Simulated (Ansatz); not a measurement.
Al2Cu at a changed volume: ⁶⁵Cu nuclear quadrupole resonance

Cell: a COD entry, relaxed with PBE at fixed cell and then changed (volume scaled by 1.04, ions relaxed).

Space group I4/mcm (No. 140); a = 6.1468, c = 4.9412 Å.

```csv
site,Wyckoff,site symmetry,x,y,z
Al,8h,m.2m,0.1581,0.6581,0.5000
Cu,4a,422,0.0000,0.0000,0.7500
```

One atom of each set is listed; the run and its k-mesh use a cell of 6 atoms with edges of 5.00, 5.00, 5.00 Å.

All values are calculated (Ansatz; DFT, PBE, plane waves and PAW, scalar-relativistic, 420 eV cutoff, Γ-centred 12×12×12 k-points, Fermi–Dirac smearing 0.05 eV), not measured.

⁶⁵Cu: I = 3/2, Q = -204.0 mb (year-2017 value). Static lattice, zero field.

Problem. At which frequencies do the ⁶⁵Cu NQR lines lie?

Solution. For I = 3/2 there is one line, ν = (|C_Q|/2)(1 + η²/3)^½.

```tsv
site	atoms	V_zz (10²¹ V/m²)	C_Q (MHz)	η	line frequencies (MHz)
Cu	2	-2.66	13.1	0.00	6.56
```

Problem. And for 63Cu (I = 3/2, Q = -220.0 mb) on Cu?

Solution. C_Q scales with Q to 14.2 MHz, with lines at 7.08 MHz.

An axis of threefold or higher order runs through Cu, so V_zz lies along it and η is zero.

The run finds no gap above 0.1 eV (a metal, or nearly one), so the gradients can move by 10 % or more with the k-mesh.
